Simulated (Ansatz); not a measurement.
This is a relaxation of cell and atoms with Ansatz on Zn2AsP3 in the borrowed Ce2CuGe3 type (No. 187); the level of theory is PBEsol. The starting cell was estimated from covalent radii.

```yaml
crystal:
  lattice:
    - [4.38534363, 0.0, 0.0]
    - [-2.19267182, 3.79781899, 0.0]
    - [0.0, 0.0, 8.19578109]
  atoms:
    - { symbol: Zn, position: [0.66666667, 0.33333333, 0.248074] }
    - { symbol: Zn, position: [0.66666667, 0.33333333, 0.751926] }
    - { symbol: As, position: [0.0, 0.0, 0.0] }
    - { symbol: P, position: [0.0, 0.0, 0.5] }
    - { symbol: P, position: [0.33333333, 0.66666667, 0.0] }
    - { symbol: P, position: [0.33333333, 0.66666667, 0.5] }
kpoints:
  mp_grid: { grid: [6, 6, 4] }
hamiltonian:
  xc: pbesol
scf:
  occupations: { method: fermi_dirac, width: 0.03 }
relax:
  f_tol: 0.01
  cell: {}
  max_steps: 120
```

The trajectory has 12 recorded frames, each with positions in Å and forces in eV/Å. The last, and any step after a large change of cell, is solved on a basis re-selected at its cell; pressure is positive in compression.

Step 1: energy 0.0 meV/atom from step 1, largest force component 0.104 eV/Å, pressure -10.17 GPa
```xyz
6
Lattice="4.3853 0.0000 0.0000 -2.1927 3.7978 0.0000 0.0000 0.0000 8.1958" Properties=species:S:1:pos:R:3:forces:R:3 pbc="T T T"
Zn    2.1927    1.2659    2.0332    0.0000    0.0000    0.1037
Zn    2.1927    1.2659    6.1626    0.0000    0.0000   -0.1037
As    0.0000    0.0000    0.0000    0.0000    0.0000    0.0000
P     0.0000    0.0000    4.0979    0.0000    0.0000    0.0000
P     0.0000    2.5319    0.0000    0.0000    0.0000    0.0000
P     0.0000    2.5319    4.0979    0.0000    0.0000    0.0000
```

Step 2: energy -161.2 meV/atom from step 1, largest force component 0.145 eV/Å, pressure -5.76 GPa
```xyz
6
Lattice="4.1857 0.0000 0.0000 -2.0928 3.6249 0.0000 0.0000 0.0000 7.7899" Properties=species:S:1:pos:R:3:forces:R:3 pbc="T T T"
Zn    2.0928    1.2083    1.9536    0.0000    0.0000    0.1450
Zn    2.0928    1.2083    5.8364    0.0000    0.0000   -0.1450
As    0.0000    0.0000    0.0000    0.0000    0.0000    0.0000
P     0.0000    0.0000    3.8950    0.0000    0.0000    0.0000
P     0.0000    2.4166    0.0000    0.0000    0.0000    0.0000
P     0.0000    2.4166    3.8950    0.0000    0.0000    0.0000
```

Step 3: energy -215.9 meV/atom from step 1, largest force component 0.134 eV/Å, pressure -2.17 GPa
```xyz
6
Lattice="4.1111 0.0000 0.0000 -2.0555 3.5603 0.0000 0.0000 0.0000 7.3900" Properties=species:S:1:pos:R:3:forces:R:3 pbc="T T T"
Zn    2.0555    1.1868    1.8856    0.0000    0.0000    0.1337
Zn    2.0555    1.1868    5.5044    0.0000    0.0000   -0.1337
As    0.0000    0.0000    0.0000    0.0000    0.0000    0.0000
P     0.0000    0.0000    3.6950    0.0000    0.0000    0.0000
P     0.0000    2.3735    0.0000    0.0000    0.0000    0.0000
P     0.0000    2.3735    3.6950    0.0000    0.0000    0.0000
```

Step 4: energy -243.8 meV/atom from step 1, largest force component 0.001 eV/Å, pressure -0.66 GPa
```xyz
6
Lattice="4.1086 0.0000 0.0000 -2.0543 3.5582 0.0000 0.0000 0.0000 6.9942" Properties=species:S:1:pos:R:3:forces:R:3 pbc="T T T"
Zn    2.0543    1.1861    1.8237    0.0000    0.0000   -0.0007
Zn    2.0543    1.1861    5.1705    0.0000    0.0000    0.0007
As    0.0000    0.0000    0.0000    0.0000    0.0000    0.0000
P     0.0000    0.0000    3.4971    0.0000    0.0000    0.0000
P     0.0000    2.3721    0.0000    0.0000    0.0000    0.0000
P     0.0000    2.3721    3.4971    0.0000    0.0000    0.0000
```

**Question.** How does the relaxation go on, and where does it end?

**Answer.**
Step 5: energy -256.0 meV/atom from step 1, largest force component 0.085 eV/Å, pressure -0.14 GPa
```xyz
6
Lattice="4.1365 0.0000 0.0000 -2.0683 3.5823 0.0000 0.0000 0.0000 6.6002" Properties=species:S:1:pos:R:3:forces:R:3 pbc="T T T"
Zn    2.0683    1.1941    1.7031    0.0000    0.0000    0.0855
Zn    2.0683    1.1941    4.8971    0.0000    0.0000   -0.0855
As    0.0000    0.0000    0.0000    0.0000    0.0000    0.0000
P     0.0000    0.0000    3.3001    0.0000    0.0000    0.0000
P     0.0000    2.3882    0.0000    0.0000    0.0000    0.0000
P     0.0000    2.3882    3.3001    0.0000    0.0000    0.0000
```

Step 6: energy -259.0 meV/atom from step 1, largest force component 0.129 eV/Å, pressure +0.30 GPa
```xyz
6
Lattice="4.1626 0.0000 0.0000 -2.0813 3.6049 0.0000 0.0000 0.0000 6.3602" Properties=species:S:1:pos:R:3:forces:R:3 pbc="T T T"
Zn    2.0813    1.2017    1.6987    0.0000    0.0000   -0.1291
Zn    2.0813    1.2017    4.6615    0.0000    0.0000    0.1291
As    0.0000    0.0000    0.0000    0.0000    0.0000    0.0000
P     0.0000    0.0000    3.1801    0.0000    0.0000    0.0000
P     0.0000    2.4033    0.0000    0.0000    0.0000    0.0000
P     0.0000    2.4033    3.1801    0.0000    0.0000    0.0000
```

Step 7: energy -260.2 meV/atom from step 1, largest force component 0.018 eV/Å, pressure -0.13 GPa
```xyz
6
Lattice="4.1513 0.0000 0.0000 -2.0756 3.5951 0.0000 0.0000 0.0000 6.4729" Properties=species:S:1:pos:R:3:forces:R:3 pbc="T T T"
Zn    2.0756    1.1984    1.6979    0.0000    0.0000   -0.0181
Zn    2.0756    1.1984    4.7750    0.0000    0.0000    0.0181
As    0.0000    0.0000    0.0000    0.0000    0.0000    0.0000
P     0.0000    0.0000    3.2365    0.0000    0.0000    0.0000
P     0.0000    2.3967    0.0000    0.0000    0.0000    0.0000
P     0.0000    2.3967    3.2365    0.0000    0.0000    0.0000
```

Step 8: energy -260.6 meV/atom from step 1, largest force component 0.007 eV/Å, pressure -0.01 GPa
```xyz
6
Lattice="4.1608 0.0000 0.0000 -2.0804 3.6033 0.0000 0.0000 0.0000 6.4036" Properties=species:S:1:pos:R:3:forces:R:3 pbc="T T T"
Zn    2.0804    1.2011    1.6745    0.0000    0.0000   -0.0069
Zn    2.0804    1.2011    4.7290    0.0000    0.0000    0.0069
As    0.0000    0.0000    0.0000    0.0000    0.0000    0.0000
P     0.0000    0.0000    3.2018    0.0000    0.0000    0.0000
P     0.0000    2.4022    0.0000    0.0000    0.0000    0.0000
P     0.0000    2.4022    3.2018    0.0000    0.0000    0.0000
```

Step 9: energy -260.7 meV/atom from step 1, largest force component 0.003 eV/Å, pressure -0.01 GPa
```xyz
6
Lattice="4.1566 0.0000 0.0000 -2.0783 3.5997 0.0000 0.0000 0.0000 6.4271" Properties=species:S:1:pos:R:3:forces:R:3 pbc="T T T"
Zn    2.0783    1.1999    1.6787    0.0000    0.0000    0.0033
Zn    2.0783    1.1999    4.7484    0.0000    0.0000   -0.0033
As    0.0000    0.0000    0.0000    0.0000    0.0000    0.0000
P     0.0000    0.0000    3.2135    0.0000    0.0000    0.0000
P     0.0000    2.3998    0.0000    0.0000    0.0000    0.0000
P     0.0000    2.3998    3.2135    0.0000    0.0000    0.0000
```

Step 10: energy -259.8 meV/atom from step 1, largest force component 0.003 eV/Å, pressure -0.03 GPa
```xyz
6
Lattice="4.1566 0.0000 0.0000 -2.0783 3.5997 0.0000 0.0000 0.0000 6.4271" Properties=species:S:1:pos:R:3:forces:R:3 pbc="T T T"
Zn    2.0783    1.1999    1.6787    0.0000    0.0000    0.0025
Zn    2.0783    1.1999    4.7484    0.0000    0.0000   -0.0025
As    0.0000    0.0000    0.0000    0.0000    0.0000    0.0000
P     0.0000    0.0000    3.2135    0.0000    0.0000    0.0000
P     0.0000    2.3998    0.0000    0.0000    0.0000    0.0000
P     0.0000    2.3998    3.2135    0.0000    0.0000    0.0000
```

Step 11: energy -259.8 meV/atom from step 1, largest force component 0.000 eV/Å, pressure -0.01 GPa
```xyz
6
Lattice="4.1568 0.0000 0.0000 -2.0784 3.5999 0.0000 0.0000 0.0000 6.4245" Properties=species:S:1:pos:R:3:forces:R:3 pbc="T T T"
Zn    2.0784    1.2000    1.6786    0.0000    0.0000    0.0003
Zn    2.0784    1.2000    4.7459    0.0000    0.0000   -0.0003
As    0.0000    0.0000    0.0000    0.0000    0.0000    0.0000
P     0.0000    0.0000    3.2123    0.0000    0.0000    0.0000
P     0.0000    2.3999    0.0000    0.0000    0.0000    0.0000
P     0.0000    2.3999    3.2123    0.0000    0.0000    0.0000
```

Step 12: energy -259.8 meV/atom from step 1, largest force component 0.000 eV/Å, pressure -0.01 GPa
```xyz
6
Lattice="4.1568 0.0000 0.0000 -2.0784 3.5999 0.0000 0.0000 0.0000 6.4245" Properties=species:S:1:pos:R:3:forces:R:3 pbc="T T T"
Zn    2.0784    1.2000    1.6786    0.0000    0.0000    0.0003
Zn    2.0784    1.2000    4.7459    0.0000    0.0000   -0.0003
As    0.0000    0.0000    0.0000    0.0000    0.0000    0.0000
P     0.0000    0.0000    3.2123    0.0000    0.0000    0.0000
P     0.0000    2.3999    0.0000    0.0000    0.0000    0.0000
P     0.0000    2.3999    3.2123    0.0000    0.0000    0.0000
```

In 10 steps the volume changed by -29.6 %; between the first SCF and the last, each on a basis chosen for its cell, the energy fell by 260 meV an atom. At the end: it is hexagonal, P-6m2 (No. 187); conventional cell a = 4.157 Å, c = 6.425 Å, 16.02 Å³ an atom. Zn is surrounded by 9 P at 2.85–2.93 Å and 3 As at 2.93 Å; As is surrounded by 3 P at 2.40 Å and 6 Zn at 2.93 Å; P is surrounded by 3 P at 2.40 Å and 6 Zn at 2.85 Å; P is surrounded by 3 As at 2.40 Å and 6 Zn at 2.93 Å.

Run as `ansatz run input.yaml --threads 2 --pin off --max-ram 29491MiB --backend cpu --events-out ev --progress --plain --runs-dir out`.

**Question.** What wall time did it need on 2 threads of AMD EPYC 7R13 Processor (Zen 3) (shared host), load about 2.1 per core, and how much host memory at the peak?

**Answer.** About 46 s, with a peak of 0.57 GiB.

The structure was generated, not taken from experiment, and needn't be the ground state; spin polarisation is off.

Overlapping bands make a metal at that level, for which these meshes are coarse; small forces, stresses and energy differences are uncertain. A small overlap in a semilocal functional can be an artefact that a hybrid or GW lifts.
